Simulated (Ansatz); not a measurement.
Course of a relaxation: Fe4Si

Recipe of this trial structure of Fe4Si: random cell by space group and Wyckoff sites (P-6m2, No. 187). Lengths were set from tabulated atomic sizes, so they are only a guess.

```cif
data_structure
_symmetry_space_group_name_H-M 'P 1'
_symmetry_Int_Tables_number 1
_cell_length_a 3.3486
_cell_length_b 3.3486
_cell_length_c 6.8813
_cell_angle_alpha 90.000
_cell_angle_beta 90.000
_cell_angle_gamma 120.000
_cell_volume 66.82
loop_
_atom_site_label
_atom_site_type_symbol
_atom_site_fract_x
_atom_site_fract_y
_atom_site_fract_z
_atom_site_occupancy
Fe1 Fe 0.33333 0.66667 0.50000 1
Fe2 Fe 0.66667 0.33333 0.80520 1
Fe3 Fe 0.66667 0.33333 0.19480 1
Fe4 Fe 0.33333 0.66667 0.00000 1
Si1 Si 0.00000 0.00000 0.50000 1
```

The calculation used DFT PBE, scalar-relativistic, plane waves, PAW in Ansatz 0.2.0. Cutoff 420 eV, Gaussian smearing, Γ-centred meshes. Cell and atoms relax first on a coarse mesh and then on a finer one. In between, the cell is made exact in the group found at 0.06 Å. In metals the finer mesh still leaves noise of several meV/atom or more. The steps can't lower the symmetry of their start. Collinear spin, starting moments Fe 4.0 (×4) μB.

Steps on the 6×6×4 mesh (5 atoms, 14 steps). The free energy counts from the last step; the plane-wave basis is renewed at times, which shifts energy and pressure.

| step | ΔF (meV/atom) | V (Å³/atom) | P (GPa) | largest force component (eV/Å) |
| --- | --- | --- | --- | --- |
| 1 | 843.1 | 13.36 | 17.18 | 1.835 |
| 2 | 600.7 | 13.69 | 6.68 | 1.302 |
| 3 | 445.4 | 13.61 | 2.29 | 1.064 |
| 4 | 318.7 | 13.34 | 0.13 | 0.753 |
| 5 | 216.7 | 12.94 | 0.37 | 0.442 |
| 6 | 130.4 | 12.53 | 2.62 | 0.224 |
| 7 | 55.6 | 12.22 | 3.84 | 0.263 |
| 8 | 56.6 | 12.20 | 2.32 | 0.251 |
| 9 | 43.0 | 12.35 | 0.93 | 0.108 |
| 10 | 42.7 | 12.42 | -0.08 | 0.036 |
| 11 | 7.6 | 12.42 | 4.39 | 0.036 |
| 12 | 0.4 | 12.72 | 0.09 | 0.114 |
| 13 | 0.2 | 12.73 | 0.01 | 0.000 |
| 14 | 0.0 | 12.73 | 0.04 | 0.000 |

The relaxed structure, after a last relaxation on the converged mesh:

```xyz
5
Lattice="3.9219 0.0000 0.0000 -1.9609 3.3964 0.0000 0.0000 0.0000 4.7772" Properties=species:S:1:pos:R:3 pbc="T T T"
Fe    0.0000    2.2643    2.3886
Fe    1.9609    1.1321    3.6077
Fe    1.9609    1.1321    1.1695
Fe    0.0000    2.2643    0.0000
Si    0.0000    0.0000    2.3886
```

The symmetry stays P-6m2 (No. 187). The volume per atom shrinks by 4.8 %, from 13.4 to 12.7 Å³. The shortest distance goes from 1.93 Å (Fe–Si) to 2.26 Å (Fe–Si). The ratio c/a of the conventional cell changes by a factor of 0.59. The energy falls by about 0.85 eV/atom (the start's value is from the coarse mesh). Fe on a site of symmetry -6m2 is surrounded by 3 Si at 2.26 Å, 2 Fe at 2.39 Å and 6 Fe at 2.57 Å; around Fe on a site of symmetry 3m lie 8 Fe at 2.34–2.57 Å and 3 Si at 2.57 Å; Si is surrounded by 3 Fe at 2.26 Å and 6 Fe at 2.57 Å; 1 more site not described.

```
Volume per atom                            : 12.73 Å³
Density                                    : 6.56 g/cm³
Formation energy                           : +0.09 eV/atom
Gap on the 12×12×8 mesh of the 5-atom cell : 0 eV (a metal)
Net moment per atom                        : 1.67 μB
Moment by site                             : Fe 1.5, 2.2 (×2), 2.7 μB
```

The zero of energy is the elements' standard structures at the same level; no fitted shifts are applied.

The last run used collinear spin and Gaussian smearing of 0.10 eV. Another magnetic order may lie lower. A structure relaxed within its symmetry needn't be a true minimum. In all, the 3 runs took 8.9 min on 1 thread of Intel(R) Xeon(R) Platinum 8259CL CPU @ 2.50GHz (Skylake/Cascade Lake), on a shared host. Site moments count only spheres around the atoms; the net moment includes the space between them.
